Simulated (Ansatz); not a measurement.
Relaxation of a generated cell, Te placed in the hcp structure type; 2 atoms in the cell, which starts as P6₃/mmc (No. 194), hP2; a = b = 3.4272 Å, c = 5.5643 Å, α = β = 90.00°, γ = 120.00°. Level of theory: PBEsol (plane waves to 420 eV, PAW, scalar-relativistic; Ansatz, a quantum-chemistry and plane-wave program). Γ-centred k-mesh 8×8×4 on the run's cell (coarser than for final values), Fermi–Dirac smearing 0.05 eV. This is the first round of the run. 

The optimiser's lines from the output (shortened; P is positive under compression):

```
relax step   1: F+E_penalty+E_count = -13802.54786239 eV  Δ(F+E_penalty+E_count) = +0.000e0 eV  max|allowed force component| = 2.313e-17 eV/Å  Δτ_max = 0.0000 Å  P = -2.995 GPa  Ω = 56.600 Å³  (7 SCF iters, dr2 threshold 1.00e-7 eV, accepted)
relax step   2: F+E_penalty+E_count = -13802.64119686 eV  Δ(F+E_penalty+E_count) = -9.333e-2 eV  max|allowed force component| = 2.313e-17 eV/Å  Δτ_max = 0.0000 Å  P = +0.372 GPa  Ω = 53.350 Å³  (6 SCF iters, dr2 threshold 2.00e-7 eV, accepted)
relax step   3: F+E_penalty+E_count = -13802.74606882 eV  Δ(F+E_penalty+E_count) = -1.049e-1 eV  max|allowed force component| = 2.660e-17 eV/Å  Δτ_max = 0.0000 Å  P = +1.909 GPa  Ω = 52.727 Å³  (6 SCF iters, dr2 threshold 2.00e-7 eV, accepted)
relax step   4: F+E_penalty+E_count = -13802.85233645 eV  Δ(F+E_penalty+E_count) = -1.063e-1 eV  max|allowed force component| = 5.551e-17 eV/Å  Δτ_max = 0.0000 Å  P = +2.206 GPa  Ω = 53.852 Å³  (6 SCF iters, dr2 threshold 2.00e-7 eV, accepted)
relax step   5: F+E_penalty+E_count = -13802.90580256 eV  Δ(F+E_penalty+E_count) = -5.347e-2 eV  max|allowed force component| = 1.272e-17 eV/Å  Δτ_max = 0.0000 Å  P = +0.872 GPa  Ω = 56.551 Å³  (6 SCF iters, dr2 threshold 2.00e-7 eV, accepted)
relax step   6: F+E_penalty+E_count = -13802.90480134 eV  Δ(F+E_penalty+E_count) = +1.001e-3 eV  max|allowed force component| = 4.279e-17 eV/Å  Δτ_max = 0.0000 Å  P = -1.011 GPa  Ω = 57.679 Å³  (5 SCF iters, dr2 threshold 2.00e-7 eV, rejected (line search))
relax step   7: F+E_penalty+E_count = -13802.90900303 eV  Δ(F+E_penalty+E_count) = -3.200e-3 eV  max|allowed force component| = 3.238e-17 eV/Å  Δτ_max = 0.0000 Å  P = -0.038 GPa  Ω = 57.069 Å³  (7 SCF iters, accepted)
relax step   8: F+E_penalty+E_count = -13802.90906811 eV  Δ(F+E_penalty+E_count) = -6.507e-5 eV  max|allowed force component| = 1.006e-16 eV/Å  Δτ_max = 0.0000 Å  P = -0.015 GPa  Ω = 56.978 Å³  (3 SCF iters, dr2 threshold 1.57e-8 eV, accepted)
relax step   9: F+E_penalty+E_count = -13802.90907060 eV  Δ(F+E_penalty+E_count) = -2.490e-6 eV  max|allowed force component| = 2.660e-17 eV/Å  Δτ_max = 0.0000 Å  P = +0.000 GPa  Ω = 56.976 Å³  (3 SCF iters, dr2 threshold 4.08e-9 eV, accepted)
relax step  10: F+E_penalty+E_count = -13802.90998039 eV  Δ(F+E_penalty+E_count) = -9.098e-4 eV  max|allowed force component| = 5.782e-18 eV/Å  Δτ_max = 0.0000 Å  P = +0.015 GPa  Ω = 56.976 Å³  stress off target by 3.45e-2 GPa  SCF on the basis re-selected at this cell (its energy is not comparable with the rows above)  (6 SCF iters)
relax step  11: F+E_penalty+E_count = -13802.90998064 eV  Δ(F+E_penalty+E_count) = -2.462e-7 eV  max|allowed force component| = 6.939e-17 eV/Å  Δτ_max = 0.0000 Å  P = +0.003 GPa  Ω = 57.013 Å³  (3 SCF iters, dr2 threshold 2.97e-9 eV, accepted)
relax step  12: F+E_penalty+E_count = -13802.90998972 eV  Δ(F+E_penalty+E_count) = -9.080e-6 eV  max|allowed force component| = 6.476e-17 eV/Å  Δτ_max = 0.0000 Å  P = +0.003 GPa  Ω = 57.013 Å³  stress off target by 4.28e-3 GPa  SCF on the basis re-selected at this cell (its energy is not comparable with the rows above)  (7 SCF iters)
```

From the first to the last row the energy changes by -0.18 eV/atom and the volume by +0.7 %. The last row is marked as not comparable with the walk above it, whose basis was carried along; it does compare with step 1, since both stand on a basis selected at the nominal cutoff for their own cell.

Step 6 was rejected by the optimiser.

Later rounds, restarted from the end of this one on a renewed k-mesh, logged 12 more steps. The final structure after all rounds: P6₃/mmc (No. 194), hP2; a = b = 3.943 Å, c = 4.387 Å, α = β = 90.00°, γ = 120.00°. Between re-selections the logged energies stand on a plane-wave basis carried along with the cell. No spin polarisation in the result.

The run could not lose the symmetry of its start: the end is stationary, and may be a saddle point rather than a minimum.

All atoms sit on sites fixed by symmetry, so only the cell could relax.

The relaxed structure here is a generated cell of Te: the first start was made by placing the elements on the sites of a structure type, and the end was not matched to a known phase here, so it may be hypothetical. Known forms of Te include space group No. 152.
